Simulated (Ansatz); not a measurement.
LiCl:
```
LiCl
1.0
    0.00000     2.55750     2.55750
    2.55750     0.00000     2.55750
    2.55750     2.55750     0.00000
Li Cl
1 1
Direct
  0.00000   0.00000   0.00000
  0.50000   0.50000   0.50000
```

Relaxed with HSE06.

Q: Give the Bader charges and basin volumes of the independent atoms, HSE06 in the plane-wave PAW code Ansatz.

A: 

| atom | Bader charge (e) | Bader volume (Å³) |
|---|---|---|
| Li1 | +0.91 | 3.7 |
| Cl2 | -0.91 | 29.8 |

Space group Fm-3m (rock salt). The cell was relaxed with HSE06 under the symmetry of its start.

Potentials: the earlier of the program's two PAW sets. The files were generated under PBE; for other functionals the program regenerates the frozen cores, and for LDA and PBEsol the local potential too.
